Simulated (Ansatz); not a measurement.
TlCu₂S₂ in space group I4/mmm (No. 139; Tl on 2a, Cu on 4d, S on 4e), PBE+D3(BJ) (plane waves, PAW; program Ansatz), all energies at zero smearing, with the estimated change up to a 700 eV cutoff added, with one set of potentials and settings (totals compare only within such a set). Cell of 5 atoms (1 Tl, 2 Cu, 2 S): -26501.804 eV.

| element | reference phase | E (eV/atom) |
|---|---|---|
| Tl | P6_3/mmc, 2 atoms in the cell | -11444.4724 |
| Cu | Fm-3m, 1 atoms in the cell | -6625.7717 |
| S | Fddd, 32 atoms in the cell | -902.2562 |

Formation energy per atom, worked out: (-26501.804 − 1×(-11444.4724) − 2×(-6625.7717) − 2×(-902.2562))/5 = -0.255 eV/atom (-25 kJ per mol of atoms), at 0 K, without zero-point energy or fitted corrections.

The workflow started from a Materials Project entry (that database holds measured and hypothetical structures alike); the Crystallography Open Database files this formula in space group No. 139, but the cells were not matched. Whether it is the stable phase at ambient conditions was not checked. The cell was relaxed with PBE+D3(BJ) under the symmetry of its start; of distortions, only those at the zone centre were tested. The run is not spin-polarised. The references are the lowest solids computed at this level, not always the standard phases. Spin–orbit coupling is left out wherever it is not named.

Potentials: the later of the program's two PAW sets.
